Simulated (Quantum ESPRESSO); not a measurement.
CO2 (Pa-3) under strain

```xyz
12
Lattice="5.4971 0.0000 0.0000 0.0000 5.4971 0.0000 0.0000 0.0000 5.4971" Properties=species:S:1:pos:R:3 pbc="T T T"
C      0.0000     0.0000     0.0000
C      2.7485     0.0000     2.7485
C      2.7485     2.7485     0.0000
C      0.0000     2.7485     2.7485
O      0.6736     0.6736     0.6736
O      4.8235     4.8235     4.8235
O      2.0749     4.8235     3.4221
O      3.4221     0.6736     2.0749
O      3.4221     2.0749     4.8235
O      2.0749     3.4221     0.6736
O      4.8235     3.4221     2.0749
O      0.6736     2.0749     3.4221
```
The cell comes from the Materials Project (a computed structure). It is CO2 in Pa-3; whether this form has been observed was not checked. Stability against distortions was not tested.

Isotropic strain: all lattice vectors are scaled together, so the volume changes by about three times as much; fractional positions kept.

Method: shieldings by GIPAW with PBE in a modified build of Quantum ESPRESSO, on JTH PAW datasets, 22.5 Ha, k-mesh 3×3×3 shifted, f-sum rule met within 0.005 %. Values are those of the named site's first atom. Shieldings are absolute and leave out the bulk-susceptibility term; a larger σ means a smaller chemical shift. By our sweeps, such settings leave a few ppm in absolute σ.

```tsv
lattice scale factor	σ_iso C (ppm)	σ_iso O (ppm)
0.98	43.9	189.8
1	39.2	175.9
1.02	34.1	159.8
```
